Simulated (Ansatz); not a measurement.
# WC: what a change does to the field gradients

Base: an entry of the Crystallography Open Database (COD), whose atoms a relaxation with PBE at fixed cell left in place.

```yaml
crystal:
  lattice:
    - [2.89820, 0.00000, 0.00000]
    - [-1.44910, 2.50991, 0.00000]
    - [0.00000, 0.00000, 2.83140]
  atoms:
    - { symbol: W, position: [0.00000, 0.00000, 0.00000] }
    - { symbol: C, position: [0.66667, 0.33333, 0.50000] }
```

Sites (sets of like atoms) are named by element and the number of their first atom in this list.

Level of theory: DFT, PBE, plane waves and PAW, scalar-relativistic, collinear spin, 420 eV cutoff, Γ-centred 18×18×16 k-points, Fermi–Dirac smearing 0.05 eV (Ansatz 0.2.0). Start moments as typed (μB): 2 on each W, none on the rest.

Gradients in 10²¹ V/m²:

| site | atoms | V_zz base | η base | V_zz variant | η variant |
| --- | --- | --- | --- | --- | --- |
| W | 1 | -13.57 | 0.00 | -16.05 | 0.00 |
| C | 2 | 0.065 | 0.00 | 0.035 | 0.00 |

Problem. Which change was made?
A. volume scaled by 1.06, ions relaxed
B. z compressed by 1 %, ions relaxed
C. volume scaled by 0.98, ions relaxed
D. z stretched by 3 %, ions relaxed

Solution. B. The largest change of V_zz is on W, from -13.57 to -16.05. In per cent, |V_zz| changes by +18 on W (all sites that start above 2).

The run finds no gap above 0.1 eV (a metal, or nearly one), so the gradients can move by 10 % or more with the k-mesh. Without spin–orbit coupling the gradients at and beside W can be off by some per cent, at some sites by more. The start moments die out, and the run ends without spin.
For the base: At this cell the PBE pressure is 9 GPa, so with PBE the cell would grow if it were relaxed.
For the variant: At this changed cell the PBE pressure is 13 GPa.
